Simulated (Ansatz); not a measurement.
## Clamped-ion strain scan in WSe2

Theory: DFT PBE+D3(BJ), scalar-relativistic, plane waves, PAW in Ansatz 0.2.0. The runs took a 420 eV cutoff, a Γ-centred 12×12×2 mesh and Gaussian smearing (0.05 eV). Spin–orbit coupling is left out, which matters for the heavy elements here. No spin polarisation. Energies are free energies at this smearing, counted from the undisturbed cell; pressure is positive in compression.

Reference structure (relaxed at this level):

```
W Se
1.0
     3.27903    0.00000    0.00000
    -1.63951    2.83972    0.00000
     0.00000    0.00000   12.78861
W Se
2 4
Direct
  0.33333 0.66667 0.25000
  0.66667 0.33333 0.75000
  0.33333 0.66667 0.61829
  0.66667 0.33333 0.11829
  0.33333 0.66667 0.88171
  0.66667 0.33333 0.38171
```

The cell is strained by ε times the Voigt pattern (1, 1, 0, 0, 0, 0) (xx, yy, zz, yz, xz, xy; engineering shear) with fractional coordinates fixed.

| ε | ΔE (meV/atom) | stress summed along the pattern (GPa, tension positive) | pressure (GPa) | gap on the mesh (eV) |
| --- | --- | --- | --- | --- |
| -0.0400 | 67.1 | -29.74 | 13.2 | 0.97 |
| -0.0300 | 36.7 | -21.21 | 9.4 | 0.94 |
| -0.0200 | 15.9 | -13.44 | 5.9 | 0.92 |
| -0.0100 | 3.9 | -6.39 | 2.8 | 0.91 |
| 0.0000 | 0.0 | 0.01 | 0.0 | 0.90 |
| 0.0100 | 3.7 | 5.82 | -2.6 | 0.89 |
| 0.0200 | 14.4 | 11.08 | -4.9 | 0.88 |
| 0.0300 | 31.5 | 15.84 | -7.0 | 0.88 |
| 0.0350 | 42.4 | 18.05 | -7.9 | 0.88 |
| 0.0400 | 54.6 | 20.14 | -8.8 | 0.89 |